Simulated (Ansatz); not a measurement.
CdSe (zinc blende)

```
CELL_PARAMETERS angstrom
      0.00000     3.09814     3.09814
      3.09814     0.00000     3.09814
      3.09814     3.09814     0.00000
ATOMIC_POSITIONS crystal
  Se 0.75000 0.75000 0.75000
  Cd 0.00000 0.00000 0.00000
```

The slice is a {110} plane (indices of the conventional cell) through the point (0.000, 0.000, 0.000) (fractional), spanned by u = [100] and v = [1 -1 -1] in vectors of this cell: u (4.38 Å) and v (6.20 Å, at 90° to u). It covers one period; positions are fractions (u, v).

Method: PBE (plane waves to 420 eV, PAW, scalar-relativistic; Ansatz, a program for electronic structure). k mesh 9×9×9. Inside the PAW spheres the values are not all-electron values, and peaks at nuclei hang on which shells count as valence. CdSe was relaxed with its symmetry unable to fall.

Three fields on this plane, each scaled to ten steps between its own extremes (0 low, 9 high; the total valence density on a logarithmic scale, the potential cut 8 eV below its top; x marks points blanked near nuclei; v = 0 in the bottom row):

Map A
```
|xxxxxx212233332212xxxxx|
|xxxxx32111111111123xxxx|
|xxxxx22110000001122xxxx|
|xxxx2221100000011222xxx|
|xx22221100000000112222x|
|22111110000000000111112|
|11111100000000000011111|
|11110000000000000000111|
|00000000000000000000000|
|00000000000000000000000|
|00000000000000000000000|
|00000000000000000000000|
|00000000000000000000000|
|00000000011111100000000|
|00000001123333211000000|
|00000012345555432100000|
|00000134677887764310000|
|00001356789999876531000|
|00013568899xx9988653100|
|000246889xxxxxx98864200|
|00135789xxxxxxxx9875310|
|0013689xxxxxxxxxx986310|
|0123689xxxxxxxxxx986321|
|1123689xxxxxxxxxx986321|
|1112589xxxxxxxxxx985211|
|2112379xxxxxxxxxx973211|
|xx212489xxxxxxxx984212x|
|xxxx12589xxxxxx98521xxx|
|xxxxx136999xx999631xxxx|
|xxxxx22478999987422xxxx|
|xxxxxx124678876421xxxxx|
|xxxxxx222455554222xxxxx|
```

Map B
```
|xxxxxx046888888640xxxxx|
|xxxxx01578899887510xxxx|
|xxxxx03678899887630xxxx|
|xxxx0256788998876520xxx|
|xx00246788999988764200x|
|01235678889999888765321|
|45567788899999988877655|
|77778888999999998888777|
|88888999999999999998888|
|99999999999999999999999|
|99999999999999999999999|
|99999999999999999999999|
|99999999999999999999999|
|99999999999999999999999|
|99999999998888999999999|
|99999999888888889999999|
|99999998877667788999999|
|99999987653333567899999|
|99999875300xx0035789999|
|999987520xxxxxx02578999|
|99998630xxxxxxxx0368999|
|9998751xxxxxxxxxx157899|
|8888740xxxxxxxxxx047888|
|7777640xxxxxxxxxx046777|
|4556540xxxxxxxxxx045655|
|0123430xxxxxxxxxx034321|
|xx002320xxxxxxxx023200x|
|xxxx01210xxxxxx01210xxx|
|xxxxx023200xx002320xxxx|
|xxxxx01454333345410xxxx|
|xxxxxx046666666640xxxxx|
|xxxxxx046788887640xxxxx|
```

Map C
```
|xxxxxx753211112357xxxxx|
|xxxxx97532111123579xxxx|
|xxxxx97532111123579xxxx|
|xxxx9864321111234689xxx|
|xx88765322111122356788x|
|77665432211111122345667|
|54443322111111112233444|
|33322221111111111222233|
|22111111111111111111112|
|11111111111111111111111|
|00000001111111111000000|
|00000001111111111000000|
|00000000111111110000000|
|00000000111111110000000|
|00000000111111110000000|
|00000001111111111000000|
|00000011111111111100000|
|00000112233333322110000|
|00001124567xx7654211000|
|000012469xxxxxx96421000|
|00011359xxxxxxxx9531100|
|1111237xxxxxxxxxx732111|
|2111136xxxxxxxxxx631111|
|3321125xxxxxxxxxx521123|
|5432113xxxxxxxxxx311234|
|7653201xxxxxxxxxx102356|
|xx753101xxxxxxxx101357x|
|xxxx42002xxxxxx20024xxx|
|xxxxx310135xx531013xxxx|
|xxxxx53111233211135xxxx|
|xxxxxx531111111135xxxxx|
|xxxxxx642111111246xxxxx|
```

**Question.** Assign the maps to these fields: density of the lowest conduction band (whole band as if filled, smooth part); electron localisation function (ELF); electrostatic potential energy of an electron, from the cell's mean.

**Answer.** A is the electron localisation function (ELF); B is the electrostatic potential energy of an electron, from the cell's mean; C is the density of the lowest conduction band (whole band as if filled, smooth part).
